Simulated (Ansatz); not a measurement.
Starting cell, ScIr (CsCl type):

```
ScIr
1.0
    6.32414     0.00000     0.00000
    0.00000     3.16207     0.00000
    0.00000     0.00000     3.16207
Sc Ir
2 2
Direct
  0.25000   0.50000   0.50000
  0.75000   0.50000   0.50000
  0.00000   0.00000   0.00000
  0.50000   0.00000   0.00000
```

A phonon eigenvector at X = (0.5, 0.0, 0.0) is frozen into this cell: atom i moves by Q times the vector below, so Q is the largest atomic displacement, in Å. The cell is held. (q is in reciprocal vectors of the primitive cell; the cell shown is doubled to hold the pattern.)

```json
[
 {"atom": "Sc1", "x": "1.000", "y": "0.000", "z": "0.000"},
 {"atom": "Sc2", "x": "-1.000", "y": "0.000", "z": "0.000"}
]
```

Atoms not listed stay in place.

All values below come from LDA (plane waves to 420 eV, PAW, scalar-relativistic; Ansatz, a first-principles code). k mesh 8×15×15 (Γ-centred), Fermi-Dirac smearing 0.05 eV. Energies are smeared free energies. With partly filled bands, energies and forces of such displacements shift with the k mesh and the smearing. ScIr is run without spin polarisation. ScIr was relaxed with its symmetry unable to fall. Spin-orbit coupling is left out, though Ir is heavy. ΔE is measured from the undisplaced structure.

```tsv
Q (Å)	ΔE (eV/cell)
-0.280	1.626
-0.187	0.742
-0.093	0.190
0.000	0.000
0.093	0.190
0.187	0.742
0.280	1.626
```

Task: Which DFPT wavenumber at X = (0.5, 0.0, 0.0) belongs to this mode?
A) 348 cm⁻¹
B) 186 cm⁻¹
C) 117 cm⁻¹

Result: A, 348 cm⁻¹. The curvature of the scan gives 365 cm⁻¹

(A displaced cell: forces are minus the slopes of the energy, force constants its curvatures, and phonons follow from these.)
